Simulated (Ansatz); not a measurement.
Born–Oppenheimer molecular dynamics of a 20-atom Sc$_{5}$Al$_{3}$Fe$_{3}$Co$_{9}$ cell at 14.92 Å³/atom, computed with Ansatz: Langevin thermostat at 960 K, 70 steps of 3.0 fs, friction 0.03 1/fs. The run is short and the cell small, so it isn't an equilibrium average.

```yaml
crystal:
  lattice:
    - [6.773293, 0.141481, -0.131923]
    - [0.141481, 6.281528, 0.120683]
    - [-0.131923, 0.120683, 7.023283]
  atoms:
    - { symbol: Co, position: [0.5340140833, 0.2272617847, 0.2048738718] }
    - { symbol: Co, position: [0.7901796927, 0.5681673952, 0.124179054] }
    - { symbol: Co, position: [0.177679032, 0.4989011999, 0.9020319109] }
    - { symbol: Co, position: [0.4839051727, 0.0394715174, 0.513076832] }
    - { symbol: Co, position: [0.7815456669, 0.2702351576, 0.5185394758] }
    - { symbol: Co, position: [0.2771691632, 0.7678233372, 0.5994917443] }
    - { symbol: Co, position: [0.8400272839, 0.2258634658, 0.0939728768] }
    - { symbol: Co, position: [0.3186828127, 0.8841067544, 0.2460049112] }
    - { symbol: Co, position: [0.0174043285, 0.8540454578, 0.0666101005] }
    - { symbol: Sc, position: [0.5768338398, 0.3240119623, 0.8612589885] }
    - { symbol: Sc, position: [0.4499288428, 0.8014416399, 0.9610416979] }
    - { symbol: Sc, position: [0.8925010744, 0.6746852782, 0.7321965618] }
    - { symbol: Sc, position: [0.1653706857, 0.4744786964, 0.2756961743] }
    - { symbol: Sc, position: [0.5623933392, 0.6217190626, 0.4094200786] }
    - { symbol: Al, position: [0.0491398994, 0.0255059663, 0.4540273019] }
    - { symbol: Al, position: [0.9571061875, 0.2058331071, 0.7962149511] }
    - { symbol: Al, position: [0.2303654429, 0.1462664047, 0.0067019245] }
    - { symbol: Fe, position: [0.271415308, 0.3489663846, 0.6325563851] }
    - { symbol: Fe, position: [0.6934895616, 0.9856477447, 0.7908372709] }
    - { symbol: Fe, position: [0.7163751859, 0.9447208438, 0.2257990203] }
  symmetry: { detect: false }
basis:
  ecutwfc: 420
  xc_grid: 1
kpoints:
  mp_grid: { grid: [1, 1, 1], shift: [0.25, 0.25, 0.25] }
hamiltonian:
  xc: pbe
scf:
  occupations: { method: fermi_dirac, width: 0.0827 }
  lower_state_search: "off"
  convergence: { dr2_threshold: 1.0e-05 }
output:
  forces: true
  stress: true
md:
  timestep: 3.0
  n_steps: 70
  ensemble: nvt_langevin
  friction: 0.03
  temperature: 960.0
  initial_velocities: maxwell_boltzmann
  seed: 97992
```

```bash
ansatz run input.yaml --threads 2 --pin off --max-ram 5120MiB --backend cpu --events-out ev --progress --plain --runs-dir out
```

Method: Ansatz 0.2.0, DFT PBE, scalar-relativistic, plane waves, PAW.

6 frames, positions in Å (not wrapped into the cell) and forces in eV/Å:

```xyz
20
Lattice="6.773 0.141 -0.132 0.141 6.282 0.121 -0.132 0.121 7.023" Properties=species:S:1:pos:R:3:forces:R:3 pbc="T T T" time_fs=0.0 temperature_K=912 free_energy_over_first_frame_eV=0.000
Co    3.622    1.528    1.396   -2.000    1.270    1.180
Co    5.416    3.696    0.836    0.010    1.120   -0.470
Co    1.155    3.268    6.372   -0.530    0.740    0.450
Co    3.216    0.378    3.544    0.020    1.230    0.580
Co    5.263    1.871    3.571   -0.840   -0.470   -1.210
Co    1.907    4.935    4.266   -0.250   -1.410    0.640
Co    5.709    1.549    0.576    2.330   -0.700    1.020
Co    2.251    5.628    1.792   -0.280    0.900    1.250
Co    0.230    5.375    0.569   -0.560    0.130   -0.040
Sc    3.839    2.221    6.012   -1.040    1.570   -1.150
Sc    3.034    5.214    6.787    0.590   -1.540   -0.720
Sc    6.044    4.453    5.106    0.840   -0.110   -0.380
Sc    1.151    3.037    1.972   -1.220    0.420    0.470
Sc    3.843    4.034    2.876    0.460   -0.960    0.410
Al    0.277    0.222    3.185    0.000   -0.040   -0.930
Al    6.407    1.524    5.491    0.650    0.280   -1.640
Al    1.580    0.952    0.034    0.690    0.560    1.230
Fe    1.804    2.307    4.449    0.040   -0.690   -0.960
Fe    4.732    6.385    5.582    0.370   -0.870   -0.280
Fe    4.956    6.063    1.605    0.740   -1.420    0.540
20
Lattice="6.773 0.141 -0.132 0.141 6.282 0.121 -0.132 0.121 7.023" Properties=species:S:1:pos:R:3:forces:R:3 pbc="T T T" time_fs=42.0 temperature_K=1203 free_energy_over_first_frame_eV=-0.920
Co    3.566    1.533    1.656   -0.230   -0.070   -1.040
Co    5.548    3.862    0.899   -0.970   -2.950   -1.200
Co    1.145    3.267    6.357    0.320   -0.270    0.330
Co    3.072    0.640    3.656    0.700   -1.010    0.950
Co    5.314    1.823    3.402   -1.040   -0.530   -0.400
Co    1.887    4.802    4.068   -0.400   -0.910    1.360
Co    5.788    1.456    0.565    1.030    0.530    0.140
Co    2.360    5.555    1.983    0.260    1.430    0.040
Co    0.223    5.402    0.517    1.670    0.070   -1.180
Sc    3.686    2.170    5.971    0.660    0.330   -0.240
Sc    2.918    5.078    6.605    0.540   -0.020    0.010
Sc    6.096    4.366    5.226    0.220    0.660   -1.260
Sc    1.030    3.267    1.961   -0.600    0.290    0.290
Sc    3.858    3.797    2.929    0.630    0.060    0.220
Al    0.311    0.348    2.969    0.480   -0.760   -0.600
Al    6.699    1.672    5.239   -1.000   -1.250    0.210
Al    1.577    0.928    0.305   -0.080    0.960    0.820
Fe    1.885    2.317    4.127   -0.550    0.350    0.170
Fe    4.833    6.288    5.658    0.670    0.780    0.170
Fe    5.189    5.799    1.455   -2.320    2.300    1.230
20
Lattice="6.773 0.141 -0.132 0.141 6.282 0.121 -0.132 0.121 7.023" Properties=species:S:1:pos:R:3:forces:R:3 pbc="T T T" time_fs=84.0 temperature_K=988 free_energy_over_first_frame_eV=-1.585
Co    3.497    1.369    1.627    1.020    0.980   -0.760
Co    5.412    3.675    0.736   -0.180    0.190   -0.850
Co    1.340    3.037    6.457   -0.680    0.780   -1.090
Co    3.124    0.594    3.758    1.000   -1.360    0.720
Co    5.261    1.729    3.328    0.100   -1.310   -0.510
Co    1.842    4.640    4.014    0.500   -0.240    1.460
Co    5.919    1.387    0.538   -0.710    0.510    0.850
Co    2.583    5.572    2.107   -0.380    0.390   -0.550
Co    0.310    5.437    0.193    0.020   -0.760    1.370
Sc    3.680    2.136    5.873    0.850   -0.310    0.250
Sc    2.899    4.878    6.662    0.400    1.420    0.320
Sc    6.347    4.412    5.177   -0.230   -1.060   -1.420
Sc    0.948    3.292    2.013   -1.240    0.930   -0.170
Sc    3.968    3.644    2.868    0.460    0.350    0.210
Al    0.247   -0.062    2.790   -0.210    0.390    0.020
Al    6.647    1.354    5.164    1.670    0.760    0.350
Al    1.509    1.048    0.578    0.200   -1.870   -0.270
Fe    1.999    2.322    3.997   -1.150   -0.080    0.780
Fe    5.018    6.249    5.636   -1.080    0.190    0.430
Fe    5.084    5.837    1.662   -0.360    0.110   -1.140
20
Lattice="6.773 0.141 -0.132 0.141 6.282 0.121 -0.132 0.121 7.023" Properties=species:S:1:pos:R:3:forces:R:3 pbc="T T T" time_fs=126.0 temperature_K=936 free_energy_over_first_frame_eV=-1.997
Co    3.595    1.473    1.266    1.540    0.690    1.640
Co    5.255    3.567    0.636    0.620    0.930   -0.360
Co    1.235    3.051    6.567    0.130    0.040   -0.100
Co    3.367    0.384    3.811   -0.690   -0.260    0.040
Co    5.208    1.517    3.389    1.270   -0.480    0.060
Co    1.981    4.622    4.330    0.190   -0.410   -0.470
Co    6.055    1.456    0.750   -0.510   -0.250   -0.180
Co    2.640    5.612    2.201    0.110   -0.800    0.100
Co    0.247    5.225    0.216   -0.080    0.430    0.700
Sc    3.787    2.115    5.802    0.460    0.380    1.160
Sc    3.052    4.906    6.692    0.090    0.650    0.490
Sc    6.519    4.223    4.881   -0.800    0.150    0.750
Sc    0.882    3.415    2.140    0.000   -0.410   -0.320
Sc    4.271    3.557    3.051   -1.380    1.010   -1.020
Al    0.192   -0.078    3.013    0.940    0.040   -0.810
Al    7.021    1.329    5.286   -0.570   -0.340   -0.360
Al    1.592    0.816    0.632   -0.980    0.110   -0.040
Fe    2.139    2.208    4.164   -0.600    0.400   -0.480
Fe    5.113    6.359    5.683    0.350   -0.960    0.060
Fe    5.058    5.920    1.674   -0.100   -0.950   -0.840
20
Lattice="6.773 0.141 -0.132 0.141 6.282 0.121 -0.132 0.121 7.023" Properties=species:S:1:pos:R:3:forces:R:3 pbc="T T T" time_fs=168.0 temperature_K=908 free_energy_over_first_frame_eV=-1.954
Co    3.690    1.676    1.224   -0.520   -0.510    1.960
Co    5.395    3.809    0.454    0.140   -0.110   -0.070
Co    1.123    3.110    6.651    0.090    0.270   -0.350
Co    3.388    0.241    3.881   -1.580    0.230    0.250
Co    5.220    1.191    3.451    0.600    1.000    0.100
Co    2.100    4.581    4.358   -0.810   -0.530   -0.590
Co    6.015    1.688    0.966    0.110   -0.780   -0.610
Co    2.811    5.510    2.011   -0.910    0.640    1.030
Co    0.200    5.322    0.391    0.900    0.060   -0.220
Sc    3.862    2.141    5.987    0.140    0.290   -0.360
Sc    3.234    5.169    6.666   -1.270   -0.340   -0.400
Sc    6.357    4.276    4.800    0.780    0.330    1.130
Sc    0.808    3.274    2.185    0.680    0.200    0.140
Sc    4.161    3.680    2.996   -0.400   -0.570   -0.990
Al    0.352    0.031    2.859    1.050   -0.690    0.290
Al    7.002    1.341    5.330   -0.570   -0.210   -0.960
Al    1.421    0.812    0.669    2.030    1.070    0.170
Fe    2.144    2.252    4.319   -0.300   -0.220   -0.760
Fe    5.190    6.270    5.757    0.250   -0.350   -0.200
Fe    5.115    5.917    1.479   -0.430    0.210    0.440
20
Lattice="6.773 0.141 -0.132 0.141 6.282 0.121 -0.132 0.121 7.023" Properties=species:S:1:pos:R:3:forces:R:3 pbc="T T T" time_fs=210.0 temperature_K=1066 free_energy_over_first_frame_eV=-1.665
Co    3.595    1.732    1.430    0.970    0.270    1.210
Co    5.546    3.828    0.288   -0.460    0.030    0.670
Co    1.085    3.024    6.603    0.530    0.790    0.040
Co    3.278    0.151    3.874    0.260    0.840   -0.160
Co    5.288    1.250    3.376   -0.920    0.090    0.050
Co    1.963    4.568    4.388    0.840   -0.390   -0.440
Co    5.911    1.577    0.941    1.490    1.170   -1.090
Co    2.661    5.523    2.063   -0.200    0.050    0.250
Co    0.216    5.449    0.638    0.780   -0.100   -0.120
Sc    3.769    2.057    5.855    0.160    1.050    0.350
Sc    3.091    5.384    6.613   -0.430   -1.270   -0.110
Sc    6.539    4.307    5.014   -1.090    0.810   -0.340
Sc    0.993    3.254    2.407   -1.230    0.650   -1.710
Sc    4.093    3.678    2.811    0.630   -0.070    0.160
Al    0.550    0.113    2.931   -0.350   -0.420    0.860
Al    6.673    1.483    5.213    1.470    0.200    0.990
Al    1.641    1.056    0.850   -1.740   -0.440   -1.620
Fe    1.880    2.232    4.186    1.080   -0.910    0.560
Fe    5.241    6.231    5.719   -1.210   -0.430    0.440
Fe    4.988    6.112    1.512   -0.570   -1.910    0.010
```

Over the second half the temperature averages 993 K and the pressure (kinetic part included, positive in compression) -1.7 GPa. Mean square displacements at the end: Al 0.29 Å², Co 0.16 Å², Fe 0.10 Å², Sc 0.16 Å² (from the start of this run, the atoms' common shift taken off).

One k point is coarse for so small a cell, so forces and above all the pressure are rough.

The run took 3.3 min on 2 threads of Arm Neoverse V2 (shared host), peak memory 0.63 GiB.